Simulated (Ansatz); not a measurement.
GePBr3, a known structure type with other elements, at an estimated volume

```
Ge Br P
1.0
     7.71309    0.00000    0.00000
     0.00000    6.70212    0.00000
    -1.57559    0.00000    5.37418
Ge Br P
2 6 2
Direct
  0.12050 0.25000 0.07380
  0.87950 0.75000 0.92620
  0.12560 0.25000 0.67610
  0.87440 0.75000 0.32390
  0.32330 0.00620 0.18780
  0.67670 0.50620 0.81220
  0.67670 0.99380 0.81220
  0.32330 0.49380 0.18780
  0.70570 0.25000 0.32570
  0.29430 0.75000 0.67430
```

Single point in Ansatz 0.2.0 with r2SCAN, no spin polarisation. Cutoff 500 eV, PAW datasets, 5×5×6 Γ-centred k mesh, fermi-dirac filling (width 0.1 eV).

**Forces.** The largest is on Ge2 (and as large on other atoms): 4.03 eV/Å, components (3.95, 0.00, -0.81). It makes 124° with the line to a nearest neighbour, Br6 at 2.23 Å.
**Stress.** The pressure is 7.3 GPa (compression positive), so with the atoms held at these fractions the cell would first expand; the forces are large, so a full relaxation may end otherwise. The principal stresses 4.0, 8.5, 9.4 GPa differ, so its shape would change too.
**Electronic structure.** It is a metal, with about 14 states/eV a cell as the mean within 0.25 eV of the Fermi level, mostly P p (78 %) and Br p (17 %).
**Formation energy.** 0.60 eV an atom against the elements' usual phases (free molecules for gases, crystals otherwise, with no correction for O₂ or N₂), so at this geometry it isn't bound against them. Relaxing would lower it.

Origin: a known structure type with other elements, at an estimated volume, so it need not be a known compound. Caveats: many states at the Fermi level without spin polarisation, so a magnetic state may lie lower; atoms or cell far from equilibrium.
